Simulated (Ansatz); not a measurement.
# MnF₂

Level of theory: DFT, r²SCAN, scalar-relativistic, collinear spin; plane waves to 500 eV with PAW datasets (Ansatz 0.2.0), Γ-centred 6×6×8 mesh, 0.05 eV Gaussian smearing. The datasets are Ansatz's generated set soft_2.

```cif
data_structure
_symmetry_space_group_name_H-M 'P4_2/mnm'
_symmetry_Int_Tables_number 136
_cell_length_a 4.8696
_cell_length_b 4.8696
_cell_length_c 3.2918
_cell_angle_alpha 90.000
_cell_angle_beta 90.000
_cell_angle_gamma 90.000
_cell_volume 78.06
loop_
_atom_site_label
_atom_site_type_symbol
_atom_site_symmetry_multiplicity
_atom_site_Wyckoff_symbol
_atom_site_fract_x
_atom_site_fract_y
_atom_site_fract_z
_atom_site_occupancy
Mn1 Mn 2 a 0.00000 0.00000 0.00000 1
F1 F 4 f 0.30404 0.30404 0.00000 1
```

The chain of runs began from a cell as deposited in COD, expanded in volume.

The run used a cell of 6 atoms, which holds the magnetic order; mesh and cell moment refer to it.

```yaml
Volume: 13.01 Å³/atom
Band_gap: 2.99 eV
Smallest_direct_gap: 3.04 eV (over both spins)
Bader_charges: Mn 1.64; F -0.82 e
Formation_energy_from_the_elements_0_K_uncorrected: -2.93 eV/atom
Bulk_modulus_Birch–Murnaghan: 96 GPa
Pressure_derivative_B0′: 4.9
Elastically_stable: yes
```

Q: What does r²SCAN give for the Poisson's ratio?

A: 0.36.

Q: What does r²SCAN give for the site spin moments?

A: Mn 4.22, -4.22 μB.

Within 0.6 eV of the edges the projected states are 79 % Mn 3d at the top of the valence band and 76 % Mn 4s at the bottom of the conduction band. 

Bader charges against formal ones: Mn +1.64 (+2), F −0.82 (−1). The cations give up 82 % of the formal charge; Bader charges stay under formal ones because the anions' density reaches into the cations' basins, though a share this high marks a strongly ionic bond.

**The experiment.** The Crystallography Open Database holds a cell as deposited of tetragonal MnF2 (space group P4_2/mnm), temperature not stated (1971, doi:10.1107/S0567740871005466): a, c = 4.874, 3.311 Å, 13.11 Å³/atom.

**Comparison.** The computed cell (4.870, 3.292 Å, 13.01 Å³/atom) differs from the database's by −0.7 % in volume, about −0.2 % in length. The static lattice lacks zero-point motion and thermal expansion, roughly 1.0 to 2.5 % in volume at 300 K (room temperature assumed) by Grüneisen's rule, γ·3k_BT/(B0·V0) with γ of 1 to 2.5; that can cover the miss.

Kohn–Sham gaps of semilocal functionals lie under measured ones, often by a third or more. The run wasn't fully tested for a lower electronic state. Site moments are of spin, integrated over atomic spheres.
